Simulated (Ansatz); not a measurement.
43Ca fingerprints of the forms of SrCaLaBiO6

Level of theory: DFT, r2SCAN, plane waves and PAW, scalar-relativistic, 500 eV cutoff (Ansatz 0.2.0). Q(43Ca) = -40.80 mb, I = 7/2. The cells come from the Materials Project (computed, not necessarily observed phases), with the atoms as given or relaxed (PBE, cell held). Calculated pressures reach 5 GPa in size and forces 0.5 eV/Å in them. Spin–orbit coupling is left out, which moves gradients at and beside heavy atoms (Bi, La) by some per cent and at some sites by far more.

Q: A calculated 43Ca parameter set reads: |C_Q| = 0.980 MHz, η = 0.82. Which structure does it belong to?
A.
SrCaLaBiO6
Space group Pc (No. 7); a = 5.9068, b = 6.1288, c = 10.3574 Å, β = 124.69°.

| site | Wyckoff | site symmetry | x | y | z |
| --- | --- | --- | --- | --- | --- |
| Sr | 2a | 1 | 0.7637 | 0.7964 | 0.7513 |
| Ca | 2a | 1 | 0.4995 | 0.7542 | 0.0011 |
| La | 2a | 1 | 0.2358 | 0.3071 | 0.7545 |
| Bi | 2a | 1 | 0.9999 | 0.2471 | 0.0006 |
| O9 | 2a | 1 | 0.8928 | 0.9515 | 0.0658 |
| O10 | 2a | 1 | 0.1294 | 0.4753 | 0.4318 |
| O13 | 2a | 1 | 0.7662 | 0.4450 | 0.0522 |
| O14 | 2a | 1 | 0.2350 | 0.9354 | 0.4403 |
| O17 | 2a | 1 | 0.3404 | 0.6939 | 0.7376 |
| O18 | 2a | 1 | 0.6372 | 0.2022 | 0.7648 |
B.
SrCaLaBiO6
```cif
data_SrCaLaBiO6
_symmetry_space_group_name_H-M 'P-4n2'
_symmetry_Int_Tables_number 118
_cell_length_a 5.9771
_cell_length_b 5.9771
_cell_length_c 8.6366
_cell_angle_alpha 90.000
_cell_angle_beta 90.000
_cell_angle_gamma 90.000
loop_
_atom_site_label
_atom_site_type_symbol
_atom_site_symmetry_multiplicity
_atom_site_Wyckoff_symbol
_atom_site_fract_x
_atom_site_fract_y
_atom_site_fract_z
Sr Sr 2 d 0.5000 0.0000 0.2500
Ca Ca 2 b 0.0000 0.0000 0.5000
La La 2 c 0.0000 0.5000 0.2500
Bi Bi 2 a 0.0000 0.0000 0.0000
O9 O 4 e 0.0000 0.0000 0.2436
O13 O 8 i 0.3200 0.1570 0.9866
```

A: A. SrCaLaBiO6 in Pc gives |C_Q| = 0.980 MHz, η = 0.82; there Ca has 6 O at 2.31–2.38 Å. SrCaLaBiO6 in P-4n2 gives |C_Q| = 1.39 MHz, η = 0.00; there Ca has 6 O at 2.21–2.32 Å.

The crystals are a selection from a larger pool of database entries, not a random sample of it.
